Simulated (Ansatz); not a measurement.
LaCuGe2 in space group Cmcm (No. 63; La on 4c, Cu on 4c, Ge on 4c, Ge on 4c), DFT-r²SCAN in the program Ansatz with PAW potentials, all energies at zero smearing, with the estimated change up to a 700 eV cutoff added, with one set of potentials and settings (totals compare only within such a set). Cell of 8 atoms (2 La, 2 Cu, 4 Ge): -43008.890 eV.

```
element                reference phase  E (eV/atom)
-------  -----------------------------  -----------
La       P6_3/mmc, 4 atoms in the cell   -6264.6784
Cu          Fm-3m, 1 atoms in the cell   -6631.2396
Ge          Fd-3m, 2 atoms in the cell   -4302.9041
```

Formation energy per atom, worked out: (-43008.890 − 2×(-6264.6784) − 2×(-6631.2396) − 4×(-4302.9041))/8 = -0.680 eV/atom (-66 kJ per mol of atoms), at 0 K, without zero-point energy or fitted corrections.

The first step of the workflow began from a Materials Project structure, measured or hypothetical; the Crystallography Open Database copy checked does not list it. Its standing as an ambient phase is unchecked. The r²SCAN relaxation kept the symmetry of its start; its stability against distortions is not shown here. No spin polarisation was allowed. The references are the lowest solids computed at this level, not always the standard phases. Scalar-relativistic: spin–orbit coupling is off unless named, which matters more the heavier the elements.

Potentials: the later of the program's two PAW sets.
